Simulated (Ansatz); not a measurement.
MgTePb2O6:
```
MgTePb2O6
1.0
    0.00000     3.98653     3.98653
    3.98653     0.00000     3.98653
    3.98653     3.98653     0.00000
Mg Te Pb O
1 1 2 6
Direct
  0.00000   0.00000   0.00000
  0.50000   0.50000   0.50000
  0.75000   0.75000   0.75000
  0.25000   0.25000   0.25000
  0.25833   0.74167   0.25833
  0.74167   0.25833   0.74167
  0.25833   0.74167   0.74167
  0.74167   0.25833   0.25833
  0.25833   0.25833   0.74167
  0.74167   0.74167   0.25833
```

Cartesian axes are those of the cell as given.

Question: Give the high-frequency dielectric tensor and the Born effective charge tensors of the independent atoms from DFPT, the program Ansatz at the PBEsol level (PAW).

Answer: 
ε∞:
```
5.71  0.00  0.00
0.00  5.71  0.00
0.00  0.00  5.71
```
Z* of atom 1 (Mg), rows: field, columns: displacement, in e:
```
2.56  0.00  0.00
0.00  2.56  0.00
0.00  0.00  2.56
```
Z* of atom 2 (Te), rows: field, columns: displacement, in e:
```
4.59  0.00  0.00
0.00  4.59  0.00
0.00  0.00  4.59
```
Z* of atom 3 (Pb), rows: field, columns: displacement, in e:
```
3.92  0.00  0.00
0.00  3.92  0.00
0.00  0.00  3.92
```
Z* of atom 5 (O), rows: field, columns: displacement, in e:
```
-2.42   0.00   0.00
 0.00  -2.65   0.00
 0.00   0.00  -2.42
```

Static charges for comparison (Bader): Mg1 +1.75, Te2 +3.26, Pb3 +1.36, O5 -1.29 e. Born charges measure polarisation by displacement and can exceed these by far.

Space group Fm-3m. The first step of the workflow began from a Materials Project structure, measured or hypothetical; the Crystallography Open Database files this formula in space group No. 225, but the cells were not matched. Its standing as an ambient phase is unchecked. The cell was relaxed with PBEsol under the symmetry of its start; whether a distortion lowers the energy is not shown. Scalar-relativistic: spin–orbit coupling is off unless named, which matters more the heavier the elements.

Potentials: the later of the program's two PAW sets.
